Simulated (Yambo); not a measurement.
Yambo run on BaHI (space group P4/nmm, No. 129). The wavefunctions are norm-conserving PBEsol (Quantum ESPRESSO, 72 Ry, no spin-orbit coupling) ones on a 2×2×2 mesh (18 occupied bands); a = 4.7758 Å, b = 4.7758 Å, c = 7.8002 Å, α = 90.00°, β = 90.00°, γ = 90.00°.

Yambo input:

```
rim_cut
gw0
dyson
el_el_corr
HF_and_locXC
ppa
em1d
RandQpts= 1000000
RandGvec= 1 Ry
EXXRLvcs= 72 Ry
VXCRLvcs= 288 Ry
Chimod= "HARTREE"
% BndsRnXp
 1 | 243 |
%
NGsBlkXp= 6 Ry
% LongDrXp
 1.0 | 1.0 | 1.0 |
%
PPAPntXp= 27.2114 eV
% GbndRnge
 1 | 243 |
%
GTermKind= "BG"
DysSolver= "n"
ExtendOut
% QPkrange
 2 | 2 | 18 | 19 |
%
```

k points by index: 2 = Z.

Table of the .qp output:

```
#    K-point    Band    Eo [eV]    E [eV]    E-Eo [eV]    Vxc [eV]    Vnlxc [eV]    Sc|Eo [eV]    Sc|E [eV]    dSc/dw|Eo [eV]    Re(Z)    Im(Z)
#
    2    18    0.000000    -0.982801    -0.982801    -11.25776    -13.97649    1.489388    1.735933    -6.825438    0.799466    -0.001505
    2    19    2.664004    3.116934    0.452931    -8.140903    -4.062333    -3.532176    -3.625639    -5.613544    0.828983    -0.001294
```
(The two width columns are left out.) Convergence of these settings isn't established.

Geometry of the Materials Project entry, not relaxed at this level.
